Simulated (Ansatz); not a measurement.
## KTaO$_{3}$: how the free axis answers a strain

KTaO$_{3}$, Pm-3m, a = 3.986 Å. The structure is a Materials Project entry; whether it is the stable form wasn't checked. Ansatz: PBEsol, PAW, 420 eV, Γ-centred 8×8×8 mesh on 5 atoms, Gaussian smearing 0.02 eV; no spin polarisation. Series: biaxial strain in the a-b plane, c and atoms relaxed; x is the strain in per cent. y is the change of c in per cent of 3.986 Å.

```tsv
x (%)	y (%)
-4.5	1.71
-3.0	1.10
-1.5	?
0.0	0.00
1.5	-0.51
3.0	-0.96
4.5	-1.38
```

Q: Fit y = c1 x + c2 x² to the other rows, say what c1 measures, and predict the missing y.

A: Least squares on the rows shown. y = −0.3437 x + 0.008058 x². With no stress along c, c1 = −2C12/C11 = -0.344. At x = -1.5 the fit asked for gives 0.53 %. The run gave 0.52 %, so the fit is 0.01 % too high, within twice the rms miss on the fitted rows (0.006 %).

Spin–orbit coupling is left out, which can shift energies with elements as heavy as these.

Symmetry holds off the tilts and polar distortions that many cubic perovskites undergo.